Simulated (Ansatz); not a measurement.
**ZrPbO3 (Pm-3m), comparing deformations**

The calculation used DFT r2SCAN, scalar-relativistic, plane waves, PAW in Ansatz. Settings: plane waves to 500 eV, k-mesh 6×6×6 (Γ-centred), Gaussian smearing 0.05 eV. Spin–orbit coupling is left out, which can shift energies with elements as heavy as these. No spin polarisation. Energies are free energies at this smearing, counted from the undisturbed cell; pressure is positive in compression.

Zero of the scan (relaxed at this level; it needn't be the usual structure):

```
CELL_PARAMETERS angstrom
4.15955 0.00000 0.00000
0.00000 4.15955 0.00000
0.00000 0.00000 4.15955
ATOMIC_POSITIONS crystal
Zr 0.00000 0.00000 0.00000
Pb 0.50000 0.50000 0.50000
O 0.50000 0.00000 0.00000
O 0.00000 0.00000 0.50000
O 0.00000 0.50000 0.00000
```

The cell is strained by ε times a Voigt pattern (xx, yy, zz, yz, xz, xy; engineering shear) with fractional coordinates fixed. τ = (1/V0) dE/dε comes from the stress tensor. Of each scan, only the three points used here are listed.

```csv
pattern,ε,τ (GPa)
"(1, 1, 0, 0, 0, 0)",-0.0150,-13.52
"(1, 1, 0, 0, 0, 0)",0.0000,0.00
"(1, 1, 0, 0, 0, 0)",0.0150,11.61
"(0, 0, 1, 0, 0, 0)",-0.0150,-5.27
"(0, 0, 1, 0, 0, 0)",0.0000,0.00
"(0, 0, 1, 0, 0, 0)",0.0150,4.47
"(0, 0, 0, 1, 0, 0)",-0.0050,-0.35
"(0, 0, 0, 1, 0, 0)",0.0000,0.00
"(0, 0, 0, 1, 0, 0)",0.0050,0.35
"(1, -1, 0, 0, 0, 0)",-0.0075,-3.45
"(1, -1, 0, 0, 0, 0)",0.0000,0.00
"(1, -1, 0, 0, 0, 0)",0.0075,3.45
```

Problem. Which constants do the scans give, and which deformation costs least for the same size of strain tensor?

Solution. The slope dτ/dε at zero (parabola through three points) is pᵀCp: (1, 1, 0, 0, 0, 0) gives 2(C11 + C12) = 838 GPa; (0, 0, 1, 0, 0, 0) gives C11 = 325 GPa; (0, 0, 0, 1, 0, 0) gives C44 = 70 GPa; (1, -1, 0, 0, 0, 0) gives 2(C11 − C12) = 460 GPa. The size of the strain tensor, ε:ε, is ε² times 2.0, 1.0, 0.5, 2.0. Per unit of it the stiffnesses are 419, 325, 139, 230 GPa, so (0, 0, 0, 1, 0, 0) is the softest of these: at ε:ε = (1 %)² the quadratic term costs 0.63 meV/atom against 1.88 for the stiffest.

Problem. What else follows for this cubic crystal?

Solution. From the unrounded slopes C11 = 324.7 and C12 = 94.2 GPa, so B = (C11 + 2 C12)/3 = 171 GPa and the Poisson ratio for a pull along a cube edge is C12/(C11 + C12) = 0.22. Symmetry also asks 2(C11 − C12) = 461 GPa, against 460 from its own scan.

Problem. How anisotropic is this cubic crystal?

Solution. Zener's ratio 2 C44/(C11 − C12) = 0.61; it is 1 for an isotropic solid.

Symmetry holds off the tilts and polar distortions that many cubic perovskites undergo.